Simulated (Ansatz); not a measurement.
# Ba6LiNb2IrCl2O12: field gradients at two levels of theory

Cell: a computed structure from the Materials Project (it need not be an observed phase), atoms as given.

```
CELL_PARAMETERS angstrom
5.97955 0.00000 0.00000
2.98839 5.50613 0.00000
0.00094 2.15433 14.84038
ATOMIC_POSITIONS crystal
Ba 0.69164 0.61651 0.36083
Ba 0.66280 0.67426 0.78334
Ba 0.30667 0.38656 0.63293
Ba 0.38546 0.22883 0.90239
Ba 0.65767 0.68371 0.08372
Ba 0.34424 0.31069 0.21227
Li 0.19633 0.60486 0.00186
Nb 0.01511 0.96955 0.81267
Nb 0.98318 0.03317 0.18362
Ir 0.98197 0.03539 0.00099
Cl 0.32205 0.35504 0.42427
Cl 0.68088 0.63821 0.57551
O 0.86300 0.83205 0.92748
O 0.69217 0.10845 0.74689
O 0.80190 0.89326 0.24950
O 0.19939 0.10800 0.74671
O 0.17600 0.64738 0.77140
O 0.11915 0.22034 0.07245
O 0.82776 0.34652 0.23366
O 0.66041 0.22031 0.07273
O 0.12882 0.73857 0.10637
O 0.30411 0.83169 0.92751
O 0.30601 0.89148 0.24863
O 0.85998 0.28140 0.88656
```

Sites (sets of like atoms) are named by element and the number of their first atom in this list.

First run. Method: Kohn–Sham DFT in Ansatz, PBE, plane waves and PAW, scalar-relativistic, 420 eV cutoff, Γ-centred 4×4×2 k-points, Fermi–Dirac smearing 0.02 eV.

```csv
site,atom,V_zz (10²¹ V/m²),η
Ba1,1,-11.07,0.28
Ba2,2,-14.09,0.51
Ba3,3,-12.76,0.48
Ba4,4,13.96,0.22
Ba5,5,-4.36,0.76
Ba6,6,-6.65,0.78
Nb8,8,4.59,0.65
Nb9,9,3.75,0.26
Ir,10,12.29,0.46
Cl11,11,-2.02,0.12
Cl12,12,-2.23,0.25
O17,17,-1.48,0.91
O18,18,9.30,0.49
O24,24,7.32,0.33
```

Second run. The same atoms and settings, except that the functional is r2SCAN and the cutoff is 500 eV.

(1) What does the second run give?

Answers

(1) 

```tsv
site	atom	V_zz	η	change of V_zz
Ba1	1	-11.62	0.29	-0.55
Ba2	2	-14.67	0.48	-0.58
Ba3	3	-13.27	0.49	-0.51
Ba4	4	14.07	0.22	+0.11
Ba5	5	-4.63	0.80	-0.27
Ba6	6	-6.93	0.69	-0.28
Nb8	8	4.58	0.63	-0.01
Nb9	9	3.93	0.31	+0.18
Ir	10	10.58	0.70	-1.71
Cl11	11	-1.57	0.13	+0.45
Cl12	12	-1.74	0.52	+0.49
O17	17	-1.39	0.87	+0.09
O18	18	9.29	0.51	-0.01
O24	24	7.16	0.38	-0.16
```

The largest change of V_zz is on Ir, from 12.29 to 10.58. In per cent, |V_zz| changes by +1 to +6 on Ba, 0 to +5 on Nb, -14 on Ir, -23 to -22 on Cl, -6 to 0 on O (all sites that start above 0.5). Where |V_zz| stays above 0.1 and the axes keep their order, η moves most on Cl12, from 0.25 to 0.52. On Cl11 V_xx and V_yy change places (or their axes turn by over 50°), so the two values of η hide a larger change. The table leaves out 10 of the 24 sites, with |V_zz| up to 9.27; their tensors move by 0.18 at most along any direction. The statements above cover all sites.

Spin–orbit coupling is left out, which shifts gradients on Ir by a few per cent, and by more where contributions nearly cancel. With these PAW files V_zz is typically within 2 to 3 % of all-electron values, but misses above 10 % occur on Li.
For the first run: The largest force is 0.5 eV/Å, so the atoms aren't at the calculated equilibrium and relaxing them would move these values. A computed database structure should lie near equilibrium, so this entry is doubtful.
For the second run: The largest force is 0.8 eV/Å, so the atoms aren't at the calculated equilibrium and relaxing them would move these values.
